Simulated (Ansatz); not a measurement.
Rb:
```cif
data_Rb2
_chemical_formula_sum 'Rb2'
_space_group_name_H-M_alt 'Im-3m'
_space_group_IT_number 229
_space_group_name_Hall '-I 4 2 3'
_cell_length_a 5.67090
_cell_length_b 5.67090
_cell_length_c 5.67090
_cell_angle_alpha 90.000
_cell_angle_beta 90.000
_cell_angle_gamma 90.000
loop_
_atom_site_label
_atom_site_type_symbol
_atom_site_symmetry_multiplicity
_atom_site_Wyckoff_symbol
_atom_site_fract_x
_atom_site_fract_y
_atom_site_fract_z
_atom_site_occupancy
Rb1 Rb 2 a 0.00000 0.00000 0.00000 1
```
(The calculation used a cell of 1 atom; values per cell refer to that cell.)

Relaxed with PBE.

Question: Which orbitals make up the states near the Fermi level in PBE in the plane-wave PAW code Ansatz?

Answer: Within 0.5 eV of the Fermi level: Rb 5s 88 %, outside the projected shells 11 %. Projections are on Löwdin-orthogonalised atomic valence shells; empty p or d shells of many metals are not among them.

Question: Tabulate the density of states.

Answer: States/eV per cell of 1 atom, in 0.25 eV bins, energy from the Fermi level.

```csv
E (eV),total,Rb 5s,Rb 4p
-7.85,0.00,0.00,0.00
-7.60,0.00,0.00,0.00
-7.35,0.00,0.00,0.00
-7.10,0.00,0.00,0.00
-6.85,0.00,0.00,0.00
-6.60,0.00,0.00,0.00
-6.35,0.00,0.00,0.00
-6.10,0.00,0.00,0.00
-5.85,0.00,0.00,0.00
-5.60,0.00,0.00,0.00
-5.35,0.00,0.00,0.00
-5.10,0.00,0.00,0.00
-4.85,0.00,0.00,0.00
-4.60,0.00,0.00,0.00
-4.35,0.00,0.00,0.00
-4.10,0.00,0.00,0.00
-3.85,0.00,0.00,0.00
-3.60,0.00,0.00,0.00
-3.35,0.00,0.00,0.00
-3.10,0.00,0.00,0.00
-2.85,0.00,0.00,0.00
-2.60,0.00,0.00,0.00
-2.35,0.00,0.00,0.00
-2.10,0.00,0.00,0.00
-1.85,0.13,0.13,0.00
-1.60,0.28,0.27,0.00
-1.35,0.37,0.37,0.00
-1.10,0.46,0.45,0.01
-0.85,0.55,0.54,0.01
-0.60,0.64,0.62,0.01
-0.35,0.74,0.70,0.01
-0.10,0.86,0.79,0.01
0.15,1.07,0.93,0.01
0.40,1.08,0.87,0.00
0.65,0.88,0.58,0.00
0.90,1.42,0.29,0.00
1.15,2.06,0.17,0.00
1.40,1.82,0.09,0.00
1.65,1.61,0.08,0.00
1.90,1.58,0.08,0.00
2.15,1.66,0.08,0.00
2.40,1.95,0.10,0.00
2.65,2.40,0.11,0.00
2.90,1.56,0.07,0.00
3.15,1.84,0.05,0.00
3.40,1.56,0.05,0.00
3.65,1.60,0.05,0.00
3.90,2.44,0.06,0.00
4.15,2.73,0.03,0.00
4.40,2.50,0.01,0.00
4.65,2.59,0.01,0.00
```

Symmetry was held in the PBE relaxation. Scalar-relativistic: spin–orbit coupling is off unless named, which matters more the heavier the elements.

Potentials: the later of the program's two PAW sets.
